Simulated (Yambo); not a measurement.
Yambo run on a free-standing NaOH monolayer (symmetry P4/nmm, slab cell 18.1 Å high). The wavefunctions come from this Quantum ESPRESSO step (PBEsol, PseudoDojo standard norm-conserving files, scalar-relativistic):

```
&CONTROL
  calculation = 'nscf'
  pseudo_dir = './pseudo'
  outdir = './out'
/
&SYSTEM
  ibrav = 0
  nat = 6
  ntyp = 3
  ecutwfc = 88.0
  ecutrho = 352.0
  occupations = 'fixed'
  force_symmorphic = .true.
  nbnd = 137
  assume_isolated = '2D'
/
&ELECTRONS
  conv_thr = 6.000000000000001e-09
  diago_full_acc = .true.
  diago_thr_init = 1e-08
/
ATOMIC_SPECIES
H 1.0080 H.upf
O 15.9990 O.upf
Na 22.9898 Na.upf
CELL_PARAMETERS angstrom
  3.371716231000   0.000000000000   0.000000000000
  0.000000000000   3.371716231000   0.000000000000
  0.000000000000   0.000000000000  18.100000000000
ATOMIC_POSITIONS crystal
H   0.000000000000   0.000000000000  -0.125774959300
H   0.500000000000   0.500000000000   0.125774959300
O   0.000000000000   0.000000000000  -0.072409072200
O   0.500000000000   0.500000000000   0.072409072200
Na   0.000000000000   0.000000000000   0.054835548300
Na   0.500000000000   0.500000000000  -0.054835548300
K_POINTS automatic
6 6 1 0 0 0
```

Yambo input:

```
rim_cut
gw0
dyson
el_el_corr
HF_and_locXC
ppa
em1d
rim_w
RandQpts= 1000000
RandGvec= 2 Ry
CUTGeo= "slab z"
EXXRLvcs= 88 Ry
VXCRLvcs= 352 Ry
Chimod= "HARTREE"
% BndsRnXp
 3 | 136 |
%
NGsBlkXp= 7 Ry
% LongDrXp
 1.0 | 1.0 | 0.0 |
%
RandGvecW= 923 mRy
PPAPntXp= 27.2114 eV
% GbndRnge
 1 | 136 |
%
GTermKind= "BG"
DysSolver= "n"
ExtendOut
% QPkrange
 1 | 1 | 16 | 17 |
 4 | 4 | 16 | 17 |
 10 | 10 | 16 | 17 |
%
```

k points by index: 1 = Γ, 4 = X, 10 = M.

The o-*.qp file then holds:

```
#    K-point    Band    Eo [eV]    E [eV]    E-Eo [eV]    Vxc [eV]    Vnlxc [eV]    Sc|Eo [eV]    Sc|E [eV]    dSc/dw|Eo [eV]    Re(Z)    Im(Z)
#
    1    16    0.000000    -2.229375    -2.229375    -18.98367    -25.07005    3.347126    3.856999    -6.222963    0.813873    -0.001372
    1    17    2.815562    3.894971    1.079410    -4.451680    -2.066723    -1.226368    -1.305548    -1.995970    0.931662    -0.621981E-3
    4    16    -0.071925    -2.318481    -2.246556    -18.84298    -25.00470    3.398607    3.915160    -6.256273    0.813063    -0.001396
    4    17    5.891607    7.418148    1.526540    -5.649412    -2.502837    -1.485082    -1.620034    -2.405416    0.918781    -0.971620E-3
    10    16    -0.884601    -3.351429    -2.466829    -17.53388    -23.86493    3.294425    3.864226    -6.283619    0.812382    -0.003962
    10    17    8.264258    10.34037    2.076107    -7.577556    -3.357348    -1.907963    -2.144101    -3.094855    0.897879    -0.001035
```
(The two width columns are left out.) Convergence of these settings isn't established.

Geometry relaxed with PBEsol.

This is a model layer cut from the bulk structure; whether it is stable on its own was not checked.
